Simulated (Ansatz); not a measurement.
**YTiGe (P4/nmm)**

All numbers below come from DFT r2SCAN, scalar-relativistic, plane waves, PAW in Ansatz 0.2.0.

Plane waves to 500 eV, a k mesh through Γ of 10×10×6 on the computed 6-atom cell and Gaussian smearing (0.10 eV); no spin polarisation.

The structure is relaxed at this level of theory with its symmetry kept. Whether it is the stable form of this composition wasn't checked.

```
Y Ti Ge
1.0
     4.05599    0.00000    0.00000
     0.00000    4.05599    0.00000
     0.00000    0.00000    7.65865
Y Ti Ge
2 2 2
Cartesian
  2.0280 0.0000 5.0397
  0.0000 2.0280 2.6190
  0.0000 0.0000 0.0000
  2.0280 2.0280 0.0000
  2.0280 0.0000 1.8615
  0.0000 2.0280 5.7971
```

**Question.** Density of states at the Fermi level?

**Answer.** 3.88 states/eV per cell.

**Question.** Löwdin character within 0.5 eV of the Fermi level?

**Answer.** Ti 3d 53 %, Y 4d 35 %.

**Question.** Bulk modulus?

**Answer.** 92 GPa.

**Question.** Its pressure derivative?

**Answer.** 4.6.

**Question.** Bader charges (e)?

**Answer.** Y (2 in the cell) 1.55, Ti (2 in the cell) 0.72, Ge (2 in the cell) -2.26.